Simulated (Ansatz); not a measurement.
Starting cell, LaOF (space group R-3m):

```
LaOF
1.0
    1.98840     1.14800     6.60909
   -1.98840     1.14800     6.60909
    0.00000    -2.29601     6.60909
La O F
2 2 2
Cartesian
  0.00000   0.00000  14.71860
  0.00000   0.00000   5.10867
  0.00000   0.00000  12.34772
  0.00000   0.00000   7.47955
  0.00000   0.00000  17.26408
  0.00000   0.00000   2.56319
```

A phonon eigenvector at Γ is frozen into this cell: atom i moves by Q times the vector below, so Q is the largest atomic displacement, in Å. The cell is held.

```tsv
atom	x	y	z
La1	0.000	0.000	0.143
La2	0.000	0.000	-0.143
O3	0.000	0.000	0.132
O4	0.000	0.000	-0.132
F5	0.000	0.000	1.000
F6	0.000	0.000	-1.000
```

Level of theory: LDA (plane waves to 420 eV, PAW, scalar-relativistic; Ansatz, a first-principles code). k mesh 10×10×10 (Γ-centred), Fermi-Dirac smearing 0.05 eV. E stands for the smeared free energy. LaOF is run without spin polarisation. LaOF was relaxed with its symmetry unable to fall. ΔE is measured from the undisplaced structure.

```
Q (Å)    ΔE (meV/cell)
-------  -------------
-0.1000           75.1
-0.0833       withheld
-0.0667           33.2
-0.0500           18.6
-0.0333            8.3
-0.0167            2.1
0.0000             0.0
0.0167             2.0
0.0333             8.2
0.0500            18.3
0.0667            32.4
0.0833            50.4
0.1000            72.3
```

### Question
Fit a polynomial form (powers 2, 3, 4) to the given rows and predict ΔE at Q = -0.0833.

### Answer
Least squares on the 12 given rows: ΔE = (7387)·Q² + (-1386)·Q³ + (-1660)·Q⁴, in meV/cell with Q in Å; root-mean-square residual 0.04 meV/cell. At -0.0833 the fit gives 52.0 meV/cell; the calculation gives 52.0 meV/cell, the same to the digits shown. The quadratic term alone would give 51.3 meV/cell.

(For displaced atoms, the force is minus the slope of the energy, and its curvature is a force constant, which sets phonon frequencies.)
